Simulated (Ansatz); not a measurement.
This cell of SiO$_{2}$ (alpha-quartz type, space group P3_121) is off equilibrium:

```xyz
9
Lattice="4.6691 0.0000 0.0000 -2.3345 4.0435 0.0000 0.0000 0.0000 5.1340" Properties=species:S:1:pos:R:3 pbc="T T T"
Si     2.0815     0.0000     4.2784
Si    -1.0408     1.8027     0.8557
Si     1.2938     2.2409     2.5670
O      1.1433     1.2228     3.8153
O      3.0384     0.3787     0.3926
O      2.8219     2.4420     2.1040
O     -1.1912     2.8207     4.7414
O      0.4873     1.6015     1.3187
O      0.7039     3.6648     3.0301
```

Calculation: PBEsol (plane waves to 420 eV, PAW, scalar-relativistic; Ansatz, a program for electronic structure). k mesh 8×8×6 (Γ-centred), Fermi-Dirac smearing 0.05 eV. E stands for the smeared free energy. Compression counts positive. The relaxing atoms change the space group within the scan (P6_422 at V/V₀ = 1.120), so nothing is fitted. SiO2 was relaxed with its symmetry unable to fall. The PAW data are Ansatz's earlier set.

Q: What is the stress tensor (GPa)?

A: 
```
    8.5      0.0      0.0
    0.0      8.5      0.0
    0.0      0.0     11.7
```
The pressure, a third of the trace, is 9.6 GPa.

Q: It is the relaxed cell scaled evenly to V/V₀ = 0.840, atoms relaxed where free. What is its energy relative to the relaxed cell?

A: 50.0 meV/atom.

(Under strain, the slope of the energy per volume gives the stress and its curvature an elastic modulus.)
